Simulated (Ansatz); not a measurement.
Moving the functional in MgC2

The cell as given:

```cif
data_structure
_symmetry_space_group_name_H-M 'P4_2/mnm'
_symmetry_Int_Tables_number 136
_cell_length_a 3.9508
_cell_length_b 3.9508
_cell_length_c 4.9871
_cell_angle_alpha 90.000
_cell_angle_beta 90.000
_cell_angle_gamma 90.000
_cell_volume 77.84
loop_
_atom_site_label
_atom_site_type_symbol
_atom_site_symmetry_multiplicity
_atom_site_Wyckoff_symbol
_atom_site_fract_x
_atom_site_fract_y
_atom_site_fract_z
_atom_site_occupancy
Mg1 Mg 2 b 0.00000 0.00000 0.50000 1
C1 C 4 f 0.38765 0.61235 0.50000 1
```

The cell comes from a database or a generator and needn't be the stable form of this composition.

Kept alike: task relaxation of cell and atoms; k mesh 5 × 5 × 5; occupations fermi-dirac, width 0.05 eV; no spin polarisation. Program: Ansatz, Ansatz PAW. Cutoffs run from 420 to 500 eV. The mesh is that of the run's cell of 6 atoms. No spin-orbit coupling.

```csv
functional,volume (Å³/atom),first edge of the run's cell (Å),third edge of the run's cell (Å)
BLYP,13.336,3.956,5.113
LDA,12.171,3.884,4.841
PBE,12.949,3.947,4.987
r2SCAN,12.742,3.936,4.936
revPBE,13.290,3.973,5.051
```

The relaxations keep at least the cell's symmetry (P4_2/mnm). Relaxations stop with a little pressure left, so the last digits of a volume or edge aren't settled. Ansatz's relaxations hold a Pulay term in the stress (up to 0.4 GPa here). All rows use potentials made for PBE.

Question: What does the functional change here?

Answer: The volume runs from 12.171 (LDA) to 13.336 Å³/atom (BLYP). From PBE: BLYP +0.387; LDA -0.778; r2SCAN -0.207; revPBE +0.341. The first edge of the run's cell runs from 3.884 (LDA) to 3.973 Å (revPBE). From PBE: BLYP +0.009; LDA -0.063; r2SCAN -0.011; revPBE +0.026. The third edge of the run's cell runs from 4.841 (LDA) to 5.113 Å (BLYP). From PBE: BLYP +0.126; LDA -0.146; r2SCAN -0.051; revPBE +0.064.
